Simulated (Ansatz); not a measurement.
Data:

Ge2Mo:
```cif
data_Ge8Mo4
_chemical_formula_sum 'Mo4 Ge8'
_space_group_name_H-M_alt 'Fm-3m'
_space_group_IT_number 225
_space_group_name_Hall '-F 4 2 3'
_cell_length_a 6.09706
_cell_length_b 6.09706
_cell_length_c 6.09706
_cell_angle_alpha 90.000
_cell_angle_beta 90.000
_cell_angle_gamma 90.000
loop_
_atom_site_label
_atom_site_type_symbol
_atom_site_symmetry_multiplicity
_atom_site_Wyckoff_symbol
_atom_site_fract_x
_atom_site_fract_y
_atom_site_fract_z
_atom_site_occupancy
Mo1 Mo 4 a 0.00000 0.00000 0.00000 1
Ge1 Ge 8 c 0.25000 0.25000 0.25000 1
```
(The calculation used a cell of 3 atoms; values per cell refer to that cell.)

This is the PBE-relaxed structure.

### Question
All from plane-wave PAW PBE (Ansatz code), unless another level is named. Estimate the electronic character.

### Answer
metallic (no gap).

### Question
Predict the density of states at the Fermi level.

### Answer
0.64 states/eV per atom (mean over ±0.08 eV).

### Question
And the formation energy from the elements (no fitted shifts)?

### Answer
0.47 eV/atom.

A made-up cell: these elements were put on the sites of a structure type; neither database checked (COD, Materials Project) lists it. COD files the formula under space group No. 62, so this cell is another polymorph or a model. Whether it is the stable phase at ambient conditions was not checked. The cell was relaxed with PBE under the symmetry of its start; whether a distortion lowers the energy is not shown. The run is not spin-polarised. The references are the lowest solids computed at this level, not always the standard phases. Scalar-relativistic: spin–orbit coupling is off unless named, which matters more the heavier the elements.

Potentials: the later of the program's two PAW sets.
